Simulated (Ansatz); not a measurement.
YCo₃B₂:
```
YCo3B2
1.0
    5.03011     0.00000     0.00000
   -2.51506     4.35621     0.00000
    0.00000     0.00000     2.93252
Co Y B
3 1 2
Direct
  0.50000   0.00000   0.50000
  0.50000   0.50000   0.50000
  0.00000   0.50000   0.50000
  0.00000   0.00000   0.00000
  0.33333   0.66667   0.00000
  0.66667   0.33333   0.00000
```
Starting moments (μB, in the order of the atoms Co Co Co Y B B): 0.4 0.4 0.4 -0.2 0.0 0.0.

Relaxed with r²SCAN.

Task: Map the valence electron density (e/Å³), cut off at 2 on the plane through (0.500, 0.500, 0.500) spanned by u = [0, 0, 1] and v = [1, -1, 0] in lattice vectors, from r²SCAN (plane waves, PAW; program Ansatz).

Result: x is the fraction of u, y of v (the angle between them is 90°; rows are the nearest grid lines); atoms in the plane: Co at (0.00, 0.00), Y at (0.50, 0.50), B at (0.50, 0.83), B at (0.50, 0.17).
```
|99996210001269999|
|99993211111239999|
|99742222222224799|
|11112232223221111|
|11112321012321111|
|11112222222221111|
|11111111111111111|
|00000000000000000|
|00000000000000000|
|00001134443110000|
|00012589998521000|
|00037999999973000|
|00037999999973000|
|00012589998521000|
|00001134443110000|
|00000000000000000|
|00000000000000000|
|11111111111111111|
|11112222222221111|
|11112321012321111|
|11112232223221111|
|99742222222224799|
|99993211111239999|
|99996210001269999|
```
Scale: ten equal steps from 0.128 (start of '0') to 2.00 (end of '9'), in the order '0123456789'; x runs from 0.000 to 1.00, y from 0.000 (bottom) to 1.00 (top).

The density is the valence pseudo-density with augmentation charge, so density and ELF within about 1 Å of a nucleus are not all-electron values.

Space group P6/mmm. The workflow started from an entry of the Crystallography Open Database (COD). Whether it is the stable phase at ambient conditions was not checked. The cell was relaxed with r²SCAN under the symmetry of its start, as lowered by the spin order; whether a distortion lowers the energy is not shown. Spin order of the final state: ferrimagnetic, the only order run, not a proven ground state. The program gave a warning on the electronic state, which may not be the lowest. For itinerant 3d metals, meta-GGAs of the SCAN family and hybrids are commonly reported to give too large moments.

Potentials: the later of the program's two PAW sets.
